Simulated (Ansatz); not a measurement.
WC-type HfC

Level of theory: DFT, PBEsol, scalar-relativistic, no spin polarisation; plane waves to 420 eV with PAW datasets (Ansatz 0.2.0), Γ-centred 12×12×10 mesh, 0.05 eV Gaussian smearing; PAW files: Ansatz's generated set soft_2.

```cif
data_structure
_symmetry_space_group_name_H-M 'P-6m2'
_symmetry_Int_Tables_number 187
_cell_length_a 3.2043
_cell_length_b 3.2043
_cell_length_c 2.8839
_cell_angle_alpha 90.000
_cell_angle_beta 90.000
_cell_angle_gamma 120.000
_cell_volume 25.64
loop_
_atom_site_label
_atom_site_type_symbol
_atom_site_symmetry_multiplicity
_atom_site_Wyckoff_symbol
_atom_site_fract_x
_atom_site_fract_y
_atom_site_fract_z
_atom_site_occupancy
Hf1 Hf 1 a 0.00000 0.00000 0.00000 1
C1 C 1 f 0.66667 0.33333 0.50000 1
```

The structure was built from a prototype; whether the compound forms in it isn't claimed.

The cell above was scaled in volume, and shape and atoms were relaxed at each volume within its symmetry. Energies are counted from the cell above.

Cell and atoms are those of this level's equilibrium.

| V (Å³/atom) | ΔE (meV/atom) | P (GPa) | gap on the mesh (eV) |
| --- | --- | --- | --- |
| 12.31 | 14.5 | 9.3 | metal |
| 12.57 | ? | ? | ? |
| 12.82 | 0.0 | 0.0 | metal |
| 13.08 | 3.3 | -4.0 | metal |
| 13.33 | 12.6 | -7.7 | 0.02 |

Question: Fill in the withheld row.

Answer: ΔE (meV/atom): 3.5, P (GPa): 4.4, gap on the mesh (eV): metal.

Question: What do the points give for the equilibrium volume, the bulk modulus and its pressure derivative (third-order Birch–Murnaghan)?

Answer: V0 = 12.82 Å³/atom, B0 = 212 GPa, B0′ = 4.1.

B0·V0 = 211.5 GPa × 12.82 Å³ = 16.93 eV/atom sets the scale: near the minimum ΔE ≈ ½ B0 V0 x², with x = V/V0 − 1, and a pressure of 2.1 GPa squeezes the volume by about 1 %. At the ends of the curve: x = −4.0 % predicts 13.6 meV/atom and the run gives 14.5; x = +4.0 % predicts 13.5 meV/atom and the run gives 12.6. The curve is steeper than the parabola on the compressed side and flatter on the expanded side: the bulk modulus rises with pressure.

Spin–orbit coupling, which matters for such heavy elements, is left out. A displaced or strained copy of the relaxed cell lay 1.2 meV/atom lower, so the structure isn't a true minimum at this level, unless the mesh, which matters in a metal, makes it so.
